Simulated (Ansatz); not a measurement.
# C (Fmmm), work and stress of cleavage

Computed with Ansatz, DFT LDA, scalar-relativistic, plane waves, PAW. Settings: plane waves to 420 eV, k-mesh 22×22×4 (Γ-centred), Gaussian smearing 0.15 eV. No spin polarisation. Energies are free energies at this smearing, counted from the undisturbed cell; pressure is positive in compression.

Reference structure (relaxed at this level; this form isn't the usual structure):

```
CELL_PARAMETERS angstrom
-1.22277 2.11674 0.00000
-1.22277 -2.11674 0.00000
0.00000 0.00000 13.47064
ATOMIC_POSITIONS crystal
C 0.91670 0.08330 0.12500
C 0.91670 0.08330 0.62500
C 0.41670 0.58330 0.87500
C 0.41670 0.58330 0.37500
C 0.08330 0.91670 0.87500
C 0.08330 0.91670 0.37500
C 0.58330 0.41670 0.12500
C 0.58330 0.41670 0.62500
```

The cell holds layers and no dispersion correction was added, so their binding is poorly described.

The cut lies on the cell's a–b face, a (0 0 1) plane (indices in the standard cell, whose axes needn't be the Cartesian ones shown) of area 5.18 Å², between layers 3.37 Å apart. Vector c is lengthened by d along the normal with the atoms' Cartesian places fixed: one unrelaxed cut a cell. The traction is positive where the two halves pull on each other.

```
d (Å) energy (J/m²) traction (GPa)
-0.30          0.057           -4.78
-0.15          0.011           -1.67
 0.00          0.000            0.03
 0.25          0.018            1.15
 0.50          0.049            1.26
 0.75          0.078            1.02
 1.00          0.100            0.73
 1.50          0.124            0.30
 2.00          0.134            0.11
 3.00          0.139            0.02
```

Question: What are the work of separation and the cleavage stress, and do they fit the universal binding curve?

Answer: The energy levels off near W ≈ 0.139 J/m² (the traction is down to 0.02 GPa), the energy of the two unrelaxed faces, 0.069 J/m² each on average. The largest sampled traction is 1.26 GPa at d = 0.50 Å, and a parabola through it and its two neighbours peaks at σ_max ≈ 1.26 GPa, d ≈ 0.45 Å. The curve E = W[1 − (1 + d/ℓ)exp(−d/ℓ)] peaks in traction at d = ℓ with σ_max = W/(eℓ); with 1 J/m² per Å = 10 GPa this W and σ_max give ℓ = 0.41 Å. A parabola through that curve at the same three d peaks at 0.45 Å, against 0.45 Å here, a fair fit. Real crystals break at far lower stress, because cracks concentrate it.

The crystal is built of layers, and the cut parts neighbours that are weakly bound and not described well without a dispersion correction.

The cut is rigid; relaxing the faces lowers these energies and usually the stresses.

In a metal these slopes depend on the k mesh and the smearing.

Cost: 10 runs of about 3.4 core-minutes in all, on Intel Xeon 6975P-C (Granite Rapids) (shared hosts).